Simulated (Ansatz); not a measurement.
# Kick test of a cell of ZrAl3B3N

The structure comes from a proposed guess, relaxed at this level; another structure or a mixture of phases may lie lower.

The calculation used DFT PBE, scalar-relativistic, plane waves, PAW (Ansatz 0.2.0). Plane waves to 420 eV, a k mesh through Γ of 12×12×4 on the computed 8-atom cell and Gaussian smearing (0.10 eV); no spin polarisation.

The cell below (8 atoms, space group P3m1 (No. 156)) is relaxed within its symmetry.

```
CELL_PARAMETERS angstrom
3.01765 0.00000 0.00000
-1.50883 2.61336 0.00000
0.00000 0.00000 11.41404
ATOMIC_POSITIONS crystal
Zr 0.33333 0.66667 0.01052
Al 0.33333 0.66667 0.31402
Al 0.66667 0.33333 0.52555
Al 0.00000 0.00000 0.73037
B 0.66667 0.33333 0.17561
B 0.00000 0.00000 0.16571
B 0.66667 0.33333 0.84921
N 0.00000 0.00000 0.41900
```

For the test it was strained at random (σ = 1.5 % a component), the atoms were moved at random (σ = 0.10 Å), and all was relaxed again on a coarse 12×12×2 mesh (in the run’s order of axes) with 0.20 eV smearing, with no symmetry imposed.

**Question.** Is the structure stable against such a distortion?

**Answer.** It doesn't return. The energy falls by 49 meV/atom on that mesh, the volume changes by -0.4 %, and the end has space group R3m (No. 160) at a loose tolerance. Relaxed again on a 12×12×12 mesh with 0.10 eV smearing, the new structure lies 48 meV/atom below the first (mesh in the axes of the run's cell; the cell below is made exact in the group named). Space group R3m (No. 160), trigonal, a = 3.072 Å, c = 32.890 Å. Around Zr lie 9 B at 2.46–2.59 Å and 6 Zr at 3.07 Å; Al on its first site is surrounded by 3 N at 2.18 Å and 6 B at 2.33–2.43 Å; around B on its first site lie 3 B at 1.78 Å, 3 Al at 2.33 Å and 3 Zr at 2.59 Å; N is surrounded by 6 Al at 2.10–2.18 Å; 4 more sites not described.

```
Zr Al B N
1.0
     1.53598    0.88680   10.96329
    -1.53598    0.88680   10.96329
     0.00000   -1.77360   10.96329
Zr Al B N
1 3 3 1
Direct
  0.76847 0.76847 0.76847
  0.87198 0.87198 0.87198
  0.61115 0.61115 0.61115
  0.01322 0.01322 0.01322
  0.49259 0.49259 0.49259
  0.15473 0.15473 0.15473
  0.38346 0.38346 0.38346
  0.24361 0.24361 0.24361
```
